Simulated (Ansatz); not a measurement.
Starting cell, C (diamond):

```
CELL_PARAMETERS angstrom
      0.00000     3.57157     3.57157
      1.78578     1.78578     3.57157
      1.78578     1.78578     0.00000
ATOMIC_POSITIONS crystal
  C  0.00000 0.50000 0.50000
  C  0.50000 0.50000 0.50000
  C  0.00000 0.75000 0.75000
  C  0.50000 0.75000 0.75000
```

The atoms are displaced by Q × the pattern below (from a DFPT mode at X = (0.5, 0.5, 0.0), largest move 1; Q in Å), at fixed cell. It is one choice among 2 degenerate patterns. (q is in reciprocal vectors of the primitive cell; the cell shown is doubled to hold the pattern.)

```json
[
 {"atom": "C1", "x": "-0.383", "y": "-0.924", "z": "0.000"},
 {"atom": "C2", "x": "0.383", "y": "0.924", "z": "0.000"},
 {"atom": "C3", "x": "-0.924", "y": "-0.383", "z": "0.000"},
 {"atom": "C4", "x": "0.924", "y": "0.383", "z": "0.000"}
]
```

Computed with PBE (plane waves to 420 eV, PAW, scalar-relativistic; Ansatz, a quantum-chemistry and plane-wave program). k mesh 16×16×16 (Γ-centred), Fermi-Dirac smearing 0.05 eV. E stands for the smeared free energy. Stress and pressure are positive under compression. C was relaxed with its symmetry unable to fall. ΔE is measured from the undisplaced structure.

| Q (Å) | P (GPa) | −dE/dQ from forces (eV/Å) | ΔE (meV/cell) |
|---|---|---|---|
| -0.180 | -0.97 | 19.120 | 1737 |
| -0.150 | ___ | 16.050 | ___ |
| -0.120 | -0.68 | 12.894 | ___ |
| -0.090 | -0.43 | 9.690 | 436 |
| -0.060 | -0.21 | 6.463 | 194 |
| -0.030 | -0.05 | 3.231 | 48 |
| 0.000 | 0.01 | 0.000 | 0 |
| 0.030 | -0.05 | -3.231 | 48 |
| 0.060 | -0.21 | -6.463 | 194 |
| 0.090 | -0.43 | -9.690 | 436 |
| 0.120 | -0.68 | -12.894 | ___ |
| 0.150 | ___ | -16.050 | ___ |
| 0.180 | -0.97 | -19.120 | 1737 |

### Question
Complete the blanks.

### Answer

- -0.150, P (GPa): -0.88
- -0.150, ΔE (meV/cell): 1209
- -0.120, ΔE (meV/cell): 775
- 0.120, ΔE (meV/cell): 775
- 0.150, P (GPa): -0.88
- 0.150, ΔE (meV/cell): 1209

(A displaced cell: forces are minus the slopes of the energy, force constants its curvatures, and phonons follow from these.)
